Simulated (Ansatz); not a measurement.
**KTaO3: how strain makes field gradients**

```yaml
crystal:
  lattice:
    - [3.98830, 0.00000, 0.00000]
    - [0.00000, 3.98830, 0.00000]
    - [0.00000, 0.00000, 3.98830]
  atoms:
    - { symbol: K, position: [0.50000, 0.50000, 0.50000] }
    - { symbol: Ta, position: [0.00000, 0.00000, 0.00000] }
    - { symbol: O, position: [0.50000, 0.00000, 0.00000] }
    - { symbol: O, position: [0.00000, 0.50000, 0.00000] }
    - { symbol: O, position: [0.00000, 0.00000, 0.50000] }
```

Atoms are numbered in the order listed.

The cell comes from COD entry 2102087, which wasn't checked; take it as a given geometry.

All numbers below come from Ansatz 0.2.0, DFT, LDA, all-electron PAW with datasets made for the crystal, scalar-relativistic.

Sampling and basis: a Γ-centred 5×5×5 k mesh, Fermi–Dirac smearing of 0.01 eV, cutoff 540 eV (chosen by the program for this cell), no spin polarisation.

The strain is applied along the Cartesian axes of the cell as listed (the other components stay zero). Fractional coordinates are held (clamped ions).

The columns are Cartesian components of the electric field gradient at the nuclei, in 10²¹ V/m².

Spin–orbit coupling is left out, which moves gradients at and beside heavy atoms by some per cent and at worst by a factor of two.

Only quantities that a quadratic follows smoothly over the whole series are listed; rougher ones are left out.

| εxx = εyy | Vzz at K1 | Vzz at Ta2 | Vzz at O3 |
| --- | --- | --- | --- |
| -0.0200 | 0.24 | 11.35 | -0.09 |
| -0.0100 | 0.11 | 5.52 | -0.47 |
| 0.0000 | 0.00 | 0.00 | -0.84 |
| 0.0100 | -0.09 | -5.21 | -1.20 |
| 0.0300 | -0.24 | -14.78 | -1.89 |

(1) Fit the series and give the gradient–strain slopes.

(2) One run, at εxx = εyy = 0.0200, is withheld. Predict its row.

Results:

(1) Least-squares fits y = p0 + p1 x + p2 x² to the rows give Vzz at K1: p1 = -10.3, p2 = 76; Vzz at Ta2: p1 = -537, p2 = 1500; Vzz at O3: p1 = -36.5, p2 = 50. The slopes p1 are in 10²¹ V/m² per unit strain, for clamped ions.

(2) The fits give -0.17, -10.15, -1.55; the run gave -0.17, -10.13, -1.55.
